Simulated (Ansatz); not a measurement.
Input and command of a plane-wave DFT calculation in Ansatz:

```yaml
crystal:
  lattice:
    - [0.0, 1.9585965, 1.9585965]
    - [1.9585965, 0.0, 1.9585965]
    - [1.9585965, 1.9585965, 0.0]
  atoms:
    - { symbol: Rh, position: [0.0, 0.0, 0.0] }
basis:
  ecutwfc: 500
kpoints:
  mp_grid: { grid: [8, 8, 8] }
hamiltonian:
  xc: r2scan
scf:
  occupations: { method: gaussian, width: 0.15 }
output:
  forces: true
  stress: true
  eigenvalues: true
```

```bash
ansatz run input.yaml --threads 1 --pin off --max-ram 2560MiB --backend cpu --events-out ev --progress --plain --runs-dir out
```

Processor: AMD EPYC (Zen 3), 1 thread, on a host shared with other jobs.

**Question.** How long does it run, and how much memory does it take?

**Answer.** About 1.4 s on 1 thread of AMD EPYC (Zen 3), on a shared host, peak memory 0.34 GiB. It solves 13 bands at 29 k points (the mesh reduced by the symmetry that the task leaves, which can be less than the crystal's) with about 387 plane waves, in 6 SCF iterations.
